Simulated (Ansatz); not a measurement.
## MgO, first-principles data

MgO:
```
CELL_PARAMETERS angstrom
      2.62511     0.00000     0.00000
      0.00000     2.62511     0.00000
      0.00000     0.00000     2.62511
ATOMIC_POSITIONS crystal
  Mg 0.00000 0.00000 0.00000
  O  0.50000 0.50000 0.50000
```

Space group Pm-3m (No. 221), CsCl type; conventional cell a = b = c = 2.6251 Å, α = β = γ = 90.00°.

Method: r²SCAN (plane waves, PAW; program Ansatz). Geometry: relaxed at this level of theory. Other levels are named where they apply.

### Cell and energy

```
Quantity                                                      Result
-----------------------------------------------------  -------------
Volume per atom                                              9.05 Å³
Density                                                   3.70 g/cm³
Formation energy from the elements (no fitted shifts)  -2.13 eV/atom
```

### Electronic structure

```
Quantity                                                                Result
----------------------------------------  ------------------------------------
Band gap                                                    3.49 eV (indirect)
Valence-band maximum                                                      at M
Conduction-band minimum                                                   at Γ
Smallest direct gap on the standard path                               4.54 eV
Electron effective mass                                    0.31 mₑ (isotropic)
Hole effective mass                       0.47, 3.5, 3.5 mₑ (principal values)
HSE06 gap on the r²SCAN cell                                           4.17 eV
```

### Mechanics

```
Item                                                                   Result
-------------------------------------  --------------------------------------
Bulk modulus (Birch–Murnaghan fit)                                    158 GPa
Pressure derivative B′                                                    4.1
Elastic constants (relaxed ions, GPa)     C11 = 622, C12 = -74.0, C44 = -61.2
Mechanical stability                   unstable (C has a negative eigenvalue)
```

### Charges

```
Quantity                     Value
-------------  -------------------
Bader charges  Mg +1.73, O -1.73 e
```

This is a known high-pressure phase of the composition, computed here at zero pressure and temperature. Symmetry was held in the r²SCAN relaxation. The references are the lowest solids computed at this level, not always the standard phases (solids in place of the gases).

Potentials: the earlier of the program's two PAW sets.
